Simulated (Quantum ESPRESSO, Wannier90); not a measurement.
# Tight-binding from DFT: TiO₂ (anatase)

```yaml
crystal:
  lattice:
    - [0.00000, -3.78254, 0.00000]
    - [3.78254, 0.00000, 0.00000]
    - [-1.89127, 1.89127, 4.80751]
  atoms:
    - { symbol: Ti, position: [0.00000, 0.00000, 0.00000] }
    - { symbol: Ti, position: [0.75000, 0.25000, 0.50000] }
    - { symbol: O, position: [0.95715, 0.45715, 0.91430] }
    - { symbol: O, position: [0.20715, 0.20715, 0.41430] }
    - { symbol: O, position: [0.79285, 0.79285, 0.58570] }
    - { symbol: O, position: [0.54285, 0.04285, 0.08570] }
```

Materials Project entry mp-390; symmetrised, unrelaxed at this level. COD (Crystallography Open Database) has the formula in 6 space groups, this one among them (matched by group alone). Level: PBEsol, no spin polarisation, no spin-orbit coupling; pw.x of Quantum ESPRESSO at 68 Ry with PseudoDojo potentials, 8×8×8 k-points, Wannier90. Density: 10×10×10 mesh, cold smearing 0.01 Ry.

The plane-wave run has 50 bands and 48 electrons a cell. On the energy scale of pw.x, whose zero is arbitrary, the valence-band maximum lies at 7.09 eV.

Isolated groups of bands, relative to the valence-band maximum (bands from 25 on overlap up to the last one computed):

```csv
bands,from (eV),to (eV),filling,weight on atomic waves
1–2,-56.11,-56.05,filled,Ti 3s 96 %
3–8,-32.70,-32.31,filled,Ti 3p 97 %
9–12,-17.51,-15.76,filled,"O 2s 84 %, Ti 3d 7 %, Ti 4s 6 %"
13–24,-4.75,0.00,filled,"O 2p 80 %, Ti 3d 16 %"
```

Input w.win, without the blocks of cell, atoms and k-points (512 lines):

```
num_bands = 50
num_wann = 22
num_iter = 1000
conv_tol = 1.0e-6
conv_window = 4
dis_num_iter = 1000
dis_conv_tol = 1.0e-6
dis_froz_max = 10.71
write_hr = true
write_u_matrices = true
begin projections
f=0.00616,0.00384,-0.00559: d
f=-0.24134,0.24075,0.49726: d
f=-0.03281,0.46516,-0.08622: p
f=0.21755,0.21392,0.41323: p
f=-0.20256,-0.20179,-0.41998: p
f=-0.45619,0.02899,0.08347: p
end projections
mp_grid = 8 8 8
```

Q: Check the input against the numbers above: what is wrong, and how is it mended?

A: wannier90.x stops with:
```
dis_windows: More states in the frozen window than target WFs
```
At some k-point more bands lie below dis_froz_max than there are Wannier functions, and every frozen state has to fit into the subspace. Here the deep bands below band 13 or between the kept ones were not excluded and fill the window; only bands 13-50 belong to the model. Mended as below, all else unchanged, the run goes through (Ω_I = 14.9 Å²) and follows the plane-wave bands to 0.2 meV rms (states up to 3.1 eV relative to the valence-band maximum).
```
num_bands = 38
exclude_bands = 1-12
```
